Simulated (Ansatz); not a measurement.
SnO2 (rutile)

Space group P4₂/mnm (No. 136); a = b = 4.7599 Å, c = 3.2008 Å, α = β = γ = 90.00°

```
atom  site  symmetry       x       y       z
----  ----  --------  ------  ------  ------
Sn      2a      m.mm  0.0000  0.0000  0.0000
O       4f      m.2m  0.3059  0.3059  0.0000
```

E(V) scan at fixed shape, V₀ the volume above. The atoms relax within the cell's symmetry.

The numbers are results of r2SCAN (plane waves to 500 eV, PAW, scalar-relativistic; Ansatz, a program for electronic structure), not measurements. k mesh 7×7×10 (Γ-centred), Fermi-Dirac smearing 0.05 eV. The energy includes the smearing's −TS. Compression counts positive. SnO2 was relaxed with its symmetry unable to fall. The zero of ΔE is the relaxed starting cell.

**Question.** Predict the ΔE (eV/atom) and P (GPa) at V/V₀ = 0.925, 0.975, 1.025, 1.050, 1.075.

**Answer.** 
```
V/V₀   ΔE (eV/atom)  P (GPa)
-----  ------------  -------
0.925        0.0522     19.9
0.975        0.0052      5.7
1.025        0.0047     -4.9
1.050        0.0181     -9.2
1.075        0.0389    -12.8
```

(A scan under strain: stresses follow from slopes of the energy per volume, elastic moduli from its curvatures.)
